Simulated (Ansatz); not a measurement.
This cell of Rh (fcc, Cu type) is off equilibrium:

```
CELL_PARAMETERS angstrom
      0.00000     3.83026     3.83026
      1.91513     0.00000     1.91513
      1.91513     1.91513     0.00000
ATOMIC_POSITIONS crystal
  Rh 0.00000 0.02102 0.98643
  Rh 0.50000 0.97898 0.01357
```

Level of theory: PBE (plane waves to 420 eV, PAW, scalar-relativistic; Ansatz, a quantum-chemistry and plane-wave program). k mesh 21×21×21 (Γ-centred), Fermi-Dirac smearing 0.05 eV. Stress and pressure are positive under compression. With partly filled bands, energies and forces of such displacements shift with the k mesh and the smearing. Rh is run without spin polarisation. Rh was relaxed with its symmetry unable to fall. The PAW data are Ansatz's earlier set.

Predict the force on every atom, in eV/Å.


| atom | Fx | Fy | Fz |
|---|---|---|---|
| Rh1 | -0.099 | 0.179 | -0.272 |
| Rh2 | 0.099 | -0.179 | 0.272 |

Give the stress tensor in GPa and the pressure.


```
    0.6     -0.4     -0.1
   -0.4      0.4     -0.1
   -0.1     -0.1      0.0
```
The pressure, a third of the trace, is 0.3 GPa.

(A displaced cell: forces are minus the slopes of the energy, force constants its curvatures, and phonons follow from these.)
